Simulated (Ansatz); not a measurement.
CdBr2:
```
CELL_PARAMETERS angstrom
      3.99486     0.00000     0.00000
     -1.99743     3.45965     0.00000
      0.00000     0.00000    12.71535
ATOMIC_POSITIONS crystal
  Cd 0.66667 0.33333 0.87499
  Cd 0.33333 0.66667 0.37499
  Br 0.00000 0.00000 0.75203
  Br 0.00000 0.00000 0.25203
  Br 0.33333 0.66667 0.99797
  Br 0.66667 0.33333 0.49797
```

Relaxed with r²SCAN+D4. Special points in fractions of this cell's reciprocal vectors: Γ (0.000, 0.000, 0.000); M (0.500, 0.000, 0.000); K (0.333, 0.333, 0.000); A (0.000, 0.000, 0.500); L (0.500, 0.000, 0.500); H (0.333, 0.333, 0.500).

Q: List the band energies nearest the valence-band maximum at these points for plane-wave PAW r²SCAN+D4 (Ansatz code).

A: In eV from the valence-band maximum; about four levels below and three above (degenerate sets whole), none deeper than 8.9 eV; points with the same levels are listed once.

```
k                    below                above
-  -----------------------  -------------------
Γ    -0.12 -0.12 0.00 0.00       3.50 4.64 6.04
M  -0.46 -0.31 -0.13 -0.06       4.17 4.47 6.59
K  -0.80 -0.48 -0.48 -0.15       4.99 4.99 7.72
A  -0.05 -0.05 -0.05 -0.05  4.07 4.07 6.07 6.07
L  -0.35 -0.35 -0.18 -0.18  4.36 4.36 6.74 6.74
H  -0.45 -0.45 -0.45 -0.45  4.96 4.96 8.08 8.08
```

Space group P6_3mc. The workflow started from a Materials Project entry (that database holds measured and hypothetical structures alike); the Crystallography Open Database files this formula in space group No. 186, but the cells were not matched. Its standing as an ambient phase is unchecked. The cell was relaxed with r²SCAN+D4 under the symmetry of its start; its stability against distortions is not shown here. Spin–orbit coupling is left out wherever it is not named.

Potentials: the later of the program's two PAW sets.
